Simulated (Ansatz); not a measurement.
AlIr (Cmcm), relaxed with PBE (Ansatz, a program for electronic structure, plane waves, PAW): a = 2.8440 Å, b = 9.6268 Å, c = 4.1759 Å, α = 90.00°, β = 90.00°, γ = 90.00°.

* **ΔH_f (eV/atom)**: -0.63

Task: The same phase is relaxed and computed with r²SCAN in the same code. What are the cell and these values now?

Result: a = 2.8278 Å, b = 9.5440 Å, c = 4.1415 Å, α = β = γ = 90.00°.

- ΔH_f (eV/atom): -0.70

Typed or built starts, not in the databases checked: AlIr, Cmcm (Al on 4c, Ir on 4c). All cells were relaxed under the symmetry of their starts (and spin orders); stability against distortions was not tested throughout. Rows with no word on spin ran without spin polarisation. Spin–orbit coupling is left out wherever it is not named.

Potentials: the later of the program's two PAW sets.

Ansatz is a plane-wave DFT program.

Formation energies count from the lowest solids of the elements computed at the same level, not from gases.
